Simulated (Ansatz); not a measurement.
Theory: DFT PBE, scalar-relativistic, plane waves, PAW, and for the lanthanide a 4f-in-core norm-conserving potential, in Ansatz 0.2.0. All cells share a 630 eV cutoff and Γ-centred k meshes spaced at most about 0.3 Å⁻¹ (about 0.25 or finer for metals, 2π included). No spin polarisation in the final relaxations.

These are static total energies at zero pressure. All come from trial cells, and lower structures may exist.

Question: Order these relaxed structures of DyGe3P by energy, lowest first, with the energy over the lowest of them.
A.

Space group Pm-3m (No. 221). a = 4.822 Å, b = 4.822 Å, c = 4.822 Å, α = 90.00°, β = 90.00°, γ = 90.00°
```tsv
atom	site	symmetry	x	y	z
Dy	1a	m-3m	0.0000	0.0000	0.0000
Ge	3c	4/mm.m	0.0000	0.5000	0.5000
P	1b	m-3m	0.5000	0.5000	0.5000
```

B.

Space group P4/mmm (No. 123). a = 3.796 Å, b = 3.796 Å, c = 7.502 Å, α = 90.00°, β = 90.00°, γ = 90.00°
| atom | site | symmetry | x | y | z |
| --- | --- | --- | --- | --- | --- |
| Dy | 1a | 4/mmm | 0.0000 | 0.0000 | 0.0000 |
| Ge | 2h | 4mm | 0.5000 | 0.5000 | 0.8185 |
| Ge | 1b | 4/mmm | 0.0000 | 0.0000 | 0.5000 |
| P | 1d | 4/mmm | 0.5000 | 0.5000 | 0.5000 |

C.

Space group P4mm (No. 99). a = 3.993 Å, b = 3.993 Å, c = 6.994 Å, α = 90.00°, β = 90.00°, γ = 90.00°
```csv
atom,site,symmetry,x,y,z
Dy,1a,4mm,0.0000,0.0000,0.7952
Ge,1b,4mm,0.5000,0.5000,0.2242
Ge,2c,2mm.,0.0000,0.5000,0.4646
P,1b,4mm,0.5000,0.5000,0.8934
```

Answer: C (0 meV/atom), B (338 meV/atom), A (581 meV/atom). Forms: C P4mm; B P4/mmm; A antiperovskite type, Pm-3m. Counting Dy or Ge atoms around P (for each partner element, those within 1.25 times its shortest distance or 1.15 times the sum of covalent radii, where it is the nearest in units of that sum or under 1.3): C has P 5; B has P 6; A has P 6. C holds Ge–Ge nets (shortest 2.61 Å) (bonds between like non-metal atoms; other contacts aren't counted).

Cells relaxed within their symmetry can be saddle points. Some types were kept out of the candidates beforehand, so the set may lack a known form.

The lanthanide is trivalent by construction, without f bands, f moments or other valences.
